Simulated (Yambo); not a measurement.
G0W0@PBEsol for RbCaH3 (cubic perovskite, space group Pm-3m, No. 221) in Yambo. Reference settings: 2×2×2 Γ-centred k mesh, 252 bands and a 7 Ry block in the screening, 252 bands in G with the Bruneval-Gonze terminator, plasmon pole fitted at 27.2 eV. The PBEsol gap M → M on this mesh is 3.07 eV; G0W0 gaps are taken between the same points.

With and without the terminator, as bands are cut:

```
bands in G (in W)  gap, terminator (eV)  gap, none (eV)  valence shift, terminator (eV)  valence shift, none (eV)
-----------------  --------------------  --------------  ------------------------------  ------------------------
90 (252)                          5.490           5.485                          -1.453                    -1.130
160 (252)                         5.504           5.530                          -1.515                    -1.372
252 (252)                         5.510           5.536                          -1.529                    -1.465
```

Over this range the gap spans 0.020 eV with the terminator and 0.051 eV without, the valence shift 0.076 eV and 0.335 eV. Neither column has reached its limit for certain. In the run with 252 bands and a 7 Ry block, which covers more k points, the smallest G0W0 gap is 5.43 eV, X → M.

Geometry of the Materials Project entry, not relaxed at this level; primitive cell a = b = c = 4.5210 Å, α = β = γ = 90.00°.

A shift is the quasiparticle energy of the state minus its PBEsol energy.
